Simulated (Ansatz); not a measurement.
Si$_{2}$BAs in space group R3m (No. 160; B on 3a, As on 3a, Si on 3a, Si on 3a) at seven volumes, the program Ansatz at the PBEsol level (PAW), shape and atoms relaxed at each. One row is withheld.

```json
[
 {"V (Å³/atom)": "14.960", "P (GPa)": "11.99"},
 {"V (Å³/atom)": "15.453", "P (GPa)": "7.39"},
 {"V (Å³/atom)": "15.946", "P (GPa)": "3.42"},
 {"V (Å³/atom)": "16.439", "P (GPa)": "0.00"},
 {"V (Å³/atom)": "16.932", "P (GPa)": "-2.94"},
 {"V (Å³/atom)": "17.425", "P (GPa)": "-5.48"},
 {"V (Å³/atom)": "17.919", "P (GPa)": "?"}
]
```

Task: Fit the shown pressures and predict the withheld one.

Result: Third-order Birch–Murnaghan: P = (3/2)B₀(x^(7/2) − x^(5/2))[1 + (3/4)(B′ − 4)(x − 1)] with x = (V₀/V)^(2/3). Least squares on the six rows gives V₀ = 16.440 Å³/atom, B₀ = 105.6 GPa, B′ = 3.93. At V = 17.919, x = 0.9442 and P = -7.68 GPa. The run itself gave -7.65 GPa.

The start of the workflow was typed in or built on a structure type; neither database checked (COD, Materials Project) lists it. Whether it is the stable phase at ambient conditions was not checked. The PBEsol relaxation kept the symmetry of its start; its stability against distortions is not shown here. The volume moved by 16 % from the start of the relaxation.

Potentials: the earlier of the program's two PAW sets. The files were generated under PBE; for other functionals the program regenerates the frozen cores, and for LDA and PBEsol the local potential too.
